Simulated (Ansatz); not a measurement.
## Wurtzite alloy of GaN and AlN (12 of 48 Ga sites exchanged), 96 atoms

Ansatz, PAW, plane waves. PBEsol relaxation of cell lengths and atoms (angles held) at the single k point (¼, ¼, ¼) without its symmetry partners; single points on the relaxed atoms at the single k point (¼, ¼, ¼) without its symmetry partners, onto which points of the small cell's zone fold. Arrangement: quasirandom. No spin–orbit coupling unless named.

Relaxed structure:

```
Al Ga N
1.0
     9.49006    0.00000    0.00000
     0.00000   10.96113    0.00000
     0.00000    0.00000   10.28428
Al Ga N
12 36 48
Cartesian
  1.5863 0.9272 2.5560
  0.0137 3.6636 2.5520
  3.1643 3.6506 7.7253
  1.5856 6.3795 2.5438
  6.3264 3.6575 7.7168
  7.9018 6.3859 7.6994
  3.1686 1.8312 10.2756
  1.5978 4.5650 0.0012
  6.3163 1.8275 10.2694
  3.1656 7.3032 0.0042
  6.3288 7.3024 5.1478
  4.7419 10.0548 10.2778
  1.5866 0.9239 7.7213
  0.0021 3.6666 7.7204
  4.7377 0.9146 2.5406
  4.7457 0.9288 7.7403
  3.1454 3.6487 2.5487
  1.5870 6.3796 7.7328
  0.0108 9.1301 2.5727
  0.0025 9.1220 7.7138
  7.9155 0.9282 2.5608
  7.9087 0.9261 7.7242
  6.3327 3.6477 2.5617
  4.7367 6.3902 2.5708
  4.7542 6.3810 7.7122
  3.1609 9.1282 2.5512
  3.1682 9.1301 7.7340
  7.9180 6.3837 2.5803
  6.3236 9.1301 2.5735
  6.3278 9.1213 7.7148
  0.0070 1.8356 5.1217
  0.0128 1.8398 0.0172
  3.1658 1.8270 5.1419
  1.5833 4.5698 5.1326
  0.0056 7.2947 5.1430
  0.0080 7.2892 0.0006
  6.3242 1.8256 5.1529
  4.7467 4.5663 5.1600
  4.7355 4.5522 10.2614
  3.1634 7.3016 5.1315
  1.5892 10.0572 5.1341
  1.5977 10.0505 0.0093
  7.9090 4.5689 5.1514
  7.9047 4.5627 10.2737
  6.3218 7.3093 10.2755
  4.7494 10.0423 5.1417
  7.9045 10.0411 5.1433
  7.9025 10.0545 0.0007
  0.0397 1.8566 1.9743
  0.0032 1.8368 7.0743
  3.1278 1.8122 1.8961
  3.1674 1.8661 7.0962
  1.5496 4.5866 1.9121
  1.6206 4.5461 7.0865
  0.0336 7.2865 1.9529
  9.4668 7.2708 7.1004
  6.3281 1.8274 1.8843
  6.3264 1.8684 7.1042
  4.7431 4.5596 1.9270
  4.7426 4.5200 7.1249
  3.1293 7.2832 1.9100
  3.1645 7.3026 7.0795
  1.5806 10.0943 1.9572
  1.5882 10.0504 7.0862
  7.9426 4.5457 1.9437
  7.8750 4.5812 7.1147
  6.3331 7.2963 1.9351
  6.3587 7.2828 7.0543
  4.7476 10.0396 1.8928
  4.7466 10.0585 7.0908
  7.9137 10.0472 1.9462
  7.9093 10.0530 7.0913
  1.5890 0.9195 4.4597
  1.6164 0.9301 9.6685
  9.4875 3.6666 4.4609
  0.0409 3.6814 9.6697
  4.7478 0.9091 4.4955
  4.7399 0.9133 9.7060
  3.1683 3.6553 4.4970
  3.1237 3.6249 9.6382
  1.5850 6.3900 4.4515
  1.6265 6.3685 9.6879
  0.0036 9.1290 4.5198
  0.0063 9.1318 9.6610
  7.9037 0.9114 4.5092
  7.8864 0.9443 9.6775
  6.3260 3.6512 4.5097
  6.3244 3.6127 9.6206
  4.7805 6.4069 4.5295
  4.7108 6.4054 9.6638
  3.1669 9.1310 4.4985
  3.2002 9.1080 9.6927
  7.8751 6.4104 4.5307
  7.9038 6.3946 9.6027
  6.3249 9.0884 4.5273
  6.2910 9.1570 9.6631
```

**Question.** What are the mean bond lengths by pair (pairs within 1.2 times the sum of covalent radii, less contacts 15 % beyond the pair's median; cation–cation pairs of compounds aside; long ionic contacts are cut short by that bound)?

**Answer.** Al–N 1.900 ± 0.006 Å (standard deviation, 48 bonds); Ga–N 1.946 ± 0.006 Å (standard deviation, 144 bonds).

**Question.** What gap lies between the top filled and the lowest empty level in the single points?

**Answer.** r²SCAN 3.93 eV (15 s on NVIDIA H100). Away from Γ this isn't the crystal's band gap.
